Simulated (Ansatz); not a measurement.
WO in space group Pm-3m (No. 221; W on 3c, O on 3d) under volume change, plane-wave PAW r²SCAN (Ansatz code), scaled uniformly.

```
V (Å³/atom)  E − E(relaxed) (meV/atom)  P (GPa)
-----------  -------------------------  -------
10.598                           110.6    37.05
10.947                            46.2    22.40
11.296                            11.0    10.39
11.646                             0.0     0.00
11.995                             9.6    -8.62
12.345                            36.4   -15.72
12.694                            76.8   -21.32
```

What does a third-order Birch–Murnaghan fit give for V₀, B₀ and B′?

V₀ = 11.65 Å³/atom, B₀ = 310 GPa, B′ = 5.1.

The start of the workflow was typed in or built on a structure type; neither database checked (COD, Materials Project) lists it. Its standing as an ambient phase is unchecked. Symmetry was held in the r²SCAN relaxation; its stability against distortions is not shown here. Magnetic state: ferromagnetic, the only order run, not a proven ground state. Other orbital occupations within this spin state were not tried. No Hubbard U is applied. Spin–orbit coupling is left out wherever it is not named.

Potentials: the earlier of the program's two PAW sets. The files were generated under PBE; for other functionals the program regenerates the frozen cores, and for LDA and PBEsol the local potential too.
